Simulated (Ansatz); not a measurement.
The cell below belongs to a search over invented structures; it isn't taken from experiment.

Input and command of a plane-wave DFT calculation in Ansatz:

```yaml
crystal:
  lattice:
    - [5.78935941, 0.0, 0.0]
    - [0.0, 5.78935941, 0.0]
    - [0.0, 0.0, 4.70071846]
  atoms:
    - { symbol: Mg, position: [0.0, 0.0, 0.31596227] }
    - { symbol: Zn, position: [0.5, 0.0, 0.07719527] }
    - { symbol: Zn, position: [0.0, 0.5, 0.07719527] }
    - { symbol: Te, position: [0.0, 0.0, 0.84805215] }
    - { symbol: Se, position: [0.5, 0.0, 0.59231815] }
    - { symbol: Se, position: [0.0, 0.5, 0.59231815] }
basis:
  ecutwfc: 420
kpoints:
  mp_grid: { grid: [2, 2, 3] }
hamiltonian:
  xc: pbe
scf:
  occupations: { method: gaussian, width: 0.15 }
  lower_state_search: "off"
output:
  forces: true
  stress: true
  eigenvalues: true
relax:
  adjacent_minimum: "off"
  f_tol: 0.08
  max_steps: 16
  cell: { stress_tol: 0.8 }
```

```bash
ansatz run input.yaml --threads 1 --pin off --max-ram 2560MiB --backend cpu --events-out ev --progress --plain --runs-dir out
```

Processor: Arm Neoverse V2, 1 thread, on a host shared with other jobs.

Question: Estimate time, memory and problem size.

Answer: About 64 s, peak memory 0.41 GiB. It solves 50 bands at 6 k points (after reduction by symmetry) with about 3275 plane waves (on the last cell), in 97 SCF iterations over 13 ionic steps.
